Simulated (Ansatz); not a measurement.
Hf, DFT, PBEsol, all-electron LAPW, scalar-relativistic (Ansatz 0.2.0), run on 1 thread of Intel(R) Xeon(R) 6975P-C (Granite Rapids) on a shared host.

The cell comes from COD entry 1522789, which wasn't checked; take it as a given geometry. The listed cell was then made from it by scaling, straining or moving an atom.

Command: `ansatz run input.yaml --threads 1 --pin off --max-ram 3072MiB --backend cpu --events-out ev --progress --plain --runs-dir out`

```yaml
crystal:
  lattice:
    - [-1.82305, 1.82305, 1.805]
    - [1.82305, -1.82305, 1.805]
    - [1.82305, 1.82305, -1.805]
  atoms:
    - { symbol: Hf, position: [0.0, 0.0, 0.0] }
kpoints:
  mp_grid: { grid: [16, 16, 16] }
  band_path:
    path:
      - [0.0, 0.0, 0.0]
      - [0.0, 0.0, 0.5]
      - [-0.5, 0.5, 0.5]
      - [0.0, 0.0, 0.0]
      - [0.4950740124, 0.4950740124, -0.4950740124]
      - [-0.4950740124, 0.5049259876, 0.4950740124]
      - [-0.5, 0.5, 0.5]
      - [0.0, 0.0, 0.5]
      - [0.25, 0.25, 0.25]
    npoints: 5
scf:
  occupations: { method: fermi_dirac, width: 0.08 }
hamiltonian:
  xc: pbesol
  pseudopotentials: { kind: all_electron, lapw: { basis_error: 0.001 } }
output:
  forces: true
  stress: true
  eigenvalues: true
```

(1) How large is the problem that the program sets up?

(2) Estimate the wall time and the peak memory.

## Answers

(1) 349 irreducible k-points, 177 plane waves at Γ, 22 bands.

(2) 18 s of wall time for 8 SCF iterations, with a peak of 0.55 GiB. Times on shared machines scatter by tens of per cent.
